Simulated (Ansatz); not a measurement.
BN:
```yaml
crystal:
  lattice:
    - [2.48893, 0.00000, 0.00000]
    - [-1.24447, 2.15548, 0.00000]
    - [0.00000, 0.00000, 6.49268]
  atoms:
    - { symbol: B, position: [0.33333, 0.66667, 0.25000] }
    - { symbol: B, position: [0.66667, 0.33333, 0.75000] }
    - { symbol: N, position: [0.33333, 0.66667, 0.75000] }
    - { symbol: N, position: [0.66667, 0.33333, 0.25000] }
```

Relaxed with LDA.

Question: Give the optical modes at the zone centre with their infrared and Raman activity from DFPT, LDA (plane waves, PAW; program Ansatz).

Answer: Transverse frequencies, without the LO–TO term; a row sums one degenerate level.

| ω (cm⁻¹) | degeneracy | IR ((D/Å)²/amu) | Raman (Å⁴/amu) | activity | symmetry |
|---|---|---|---|---|---|
| 50 | 2 | 0.00 | 0.084 | Raman | E2g |
| 113 | 1 | 0.00 | 0 | silent | B1g |
| 752 | 1 | 4.90 | 0 | IR | A2u |
| 811 | 1 | 0.00 | 0 | silent | B1g |
| 1385 | 2 | 0.00 | 740 | Raman | E2g |
| 1385 | 2 | 110.87 | 0 | IR | E1u |

Question: How high does the top mode go among those that the LO–TO term moves?

Answer: 1616 cm⁻¹ for q along x, 1616 cm⁻¹ for q along y, 819 cm⁻¹ for q along z.

Space group P6_3/mmc. The cell was relaxed with LDA under the symmetry of its start; phonons on a q-mesh show no instability. A crystal of weakly bound layers computed without a dispersion correction: the cell and the soft elastic constants depend strongly on that.

Potentials: the later of the program's two PAW sets.
